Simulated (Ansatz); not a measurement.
According to r²SCAN in the plane-wave PAW code Ansatz, AgRh in the L1₀ or tetragonal B2 structure (P4/mmm) relaxes to a = 2.704 Å, c = 4.217 Å. Rh has 12 nearest neighbours from 2.70 Å (cuboctahedral); Ag has 12 nearest neighbours from 2.70 Å (cuboctahedral). Against the elements it lies at 0.35 eV/atom, with no fitted shifts.

Electronic character: metallic (no gap). Gap from r²SCAN with spin–orbit coupling: none (metallic).

The bulk modulus is 167 GPa. Bader charges are Rh -0.09, Ag +0.09 e.

The start of the workflow was typed in or built on a structure type; neither database checked (COD, Materials Project) lists it. Whether it is the stable phase at ambient conditions was not checked. Symmetry was held in the r²SCAN relaxation; its stability against distortions is not shown here. The run is not spin-polarised. Its formation energy is positive at this level, so the cell may be metastable or incomplete. Axis ratios of metals converge slowly with the k-mesh, so a and c are less sure than the volume. The references are the lowest solids computed at this level, not always the standard phases. Spin–orbit coupling is left out wherever it is not named.

Potentials: the earlier of the program's two PAW sets.
